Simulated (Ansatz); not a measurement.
Level of theory: Ansatz 0.2.0, DFT PBE, scalar-relativistic, plane waves, PAW. Settings: cutoff 420 eV, Γ-centred meshes spaced at most about 0.3 Å⁻¹ (2π included), Gaussian smearing. No spin polarisation in the final relaxations.

All energies are static (0 K, no zero-point motion).

Two relaxed structures of ZnIn₂Cl₄:

A.

```
Zn In Cl
1.0
     6.29164    0.00000    0.00000
    -2.77609    5.68074    0.00000
    -1.93482   -2.69992    6.50127
Zn In Cl
1 2 4
Direct
  0.99279 0.04405 0.00108
  0.10541 0.44577 0.64532
  0.45752 0.77702 0.35516
  0.03247 0.89497 0.70663
  0.95890 0.39385 0.99006
  0.61201 0.75138 0.00494
  0.34090 0.19296 0.29681
```

B.

```
Zn In Cl
1.0
    -2.53437    2.53437    7.76932
     2.53437   -2.53437    7.76932
     2.53437    2.53437   -7.76932
Zn In Cl
1 2 4
Direct
  0.00000 0.00000 0.00000
  0.36189 0.36189 0.00000
  0.63811 0.63811 0.00000
  0.84644 0.84644 0.00000
  0.00000 0.50000 0.50000
  0.50000 0.00000 0.50000
  0.15357 0.15357 0.00000
```

Question: Which form is favoured at zero pressure, and by what margin per atom?

Answer: A is lower, by 58 meV/atom. A has space group P1 (No. 1), 33.2 Å³/atom and a gap of 2.33 eV on its mesh; B has the K2NiF4 type, space group I4/mmm (No. 139), 28.5 Å³/atom and a gap of 2.11 eV. Counting Cl atoms around In and Zn (those within 1.25 times the shortest such distance or 1.15 times the sum of covalent radii; a plus sign parts nearer from farther groups; the shortest distance is added where it is long for a bond; a slash parts the counts of unlike sites), A has Zn 4, In 3+1 from 2.9 Å/5 from 3.0 Å and B has Zn 6, In 9 from 3.2 Å. The lower one is the more open, so pressure narrows the difference. Both come from invented guesses.

Kohn–Sham gaps at this level usually fall short of measured ones. Cells relaxed within their symmetry can be saddle points. The P1 cell of ZnIn2Cl4 came from shaking the I4/mmm one.
